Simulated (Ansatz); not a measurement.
Cs$_{2}$NaAlH$_{6}$:
```cif
data_H6AlCs2Na
_chemical_formula_sum 'Cs2 Na1 Al1 H6'
_space_group_name_H-M_alt 'P 1'
_space_group_IT_number 1
_cell_length_a 6.07585
_cell_length_b 6.07585
_cell_length_c 6.07585
_cell_angle_alpha 60.000
_cell_angle_beta 60.000
_cell_angle_gamma 60.000
loop_
_space_group_symop_operation_xyz
  'x, y, z'
loop_
_atom_site_label
_atom_site_type_symbol
_atom_site_fract_x
_atom_site_fract_y
_atom_site_fract_z
_atom_site_occupancy
Cs1 Cs 0.25000 0.25000 0.25000 1
Cs2 Cs 0.75000 0.75000 0.75000 1
Na1 Na 0.50000 0.50000 0.50000 1
Al1 Al 0.00000 0.00000 0.00000 1
H1 H 0.20834 0.79166 0.79166 1
H2 H 0.79166 0.20834 0.20834 1
H3 H 0.79166 0.20834 0.79166 1
H4 H 0.20834 0.79166 0.20834 1
H5 H 0.79166 0.79166 0.20834 1
H6 H 0.20834 0.20834 0.79166 1
```

Relaxed with r²SCAN.

**Question.** Tabulate the valence density and the electron localisation function along the shortest Cs–H contact (3.06 Å), plane-wave PAW r²SCAN (Ansatz code).

**Answer.** 

| distance from Cs (Å) | density (e/Å³) | ELF |
|---|---|---|
| 0.31 | 0.36 | 0.04 |
| 0.46 | 0.79 | 0.36 |
| 0.61 | 1.10 | 0.71 |
| 0.76 | 1.12 | 0.85 |
| 0.92 | 0.90 | 0.89 |
| 1.07 | 0.60 | 0.87 |
| 1.22 | 0.35 | 0.79 |
| 1.38 | 0.20 | 0.55 |
| 1.53 | 0.12 | 0.20 |
| 1.68 | 0.08 | 0.07 |
| 1.84 | 0.07 | 0.07 |
| 1.99 | 0.09 | 0.23 |
| 2.14 | 0.13 | 0.71 |
| 2.29 | 0.20 | 0.95 |
| 2.45 | 0.32 | 0.99 |
| 2.60 | 0.54 | 1.00 |
| 2.75 | 0.92 | 1.00 |

The density is the valence pseudo-density with augmentation charge, so density and ELF within about 1 Å of a nucleus are not all-electron values.

Space group Fm-3m. The workflow started from a Materials Project entry (that database holds measured and hypothetical structures alike); the Crystallography Open Database copy checked does not list it. Its standing as an ambient phase is unchecked. Symmetry was held in the r²SCAN relaxation; whether a distortion lowers the energy is not shown. Scalar-relativistic: spin–orbit coupling is off unless named, which matters more the heavier the elements.

Potentials: the later of the program's two PAW sets.
